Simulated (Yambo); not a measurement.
Sr2NO6H3 (space group P-62m, No. 189): how the kernel and the scissor change the optical response along x (Yambo; 3×3×6 mesh, 112 bands, 3 Ry local-field block, 0.2 eV broadening). Axes are Cartesian, with cell vectors (Å) (6.70, 0.00, 0.00), (-3.35, 5.81, 0.00), (0.00, 0.00, 3.59).

```
level                                                                    ε(0)  highest point of Im ε up to 20 eV
-----------------------------------------------------------------------  ----  ---------------------------------
independent particles on LDA bands                                       3.41                            5.12 eV
RPA with local fields on LDA bands                                       2.89                            6.25 eV
RPA with local fields on LDA bands shifted by a G0W0 scissor of 3.73 eV  2.42                           10.00 eV
TDDFT with the adiabatic LDA kernel on LDA bands                         2.99                            6.12 eV
```

Energies lie on a grid of 0.125 eV.

Electronic response only. Convergence of the RPA response with its 3×3×6 mesh was not tested. The scissor comes from a G0W0 run whose convergence isn't established.

Geometry of the Materials Project entry, not relaxed at this level; primitive cell a = b = 6.7043 Å, c = 3.5915 Å, α = β = 90.00°, γ = 120.00°.
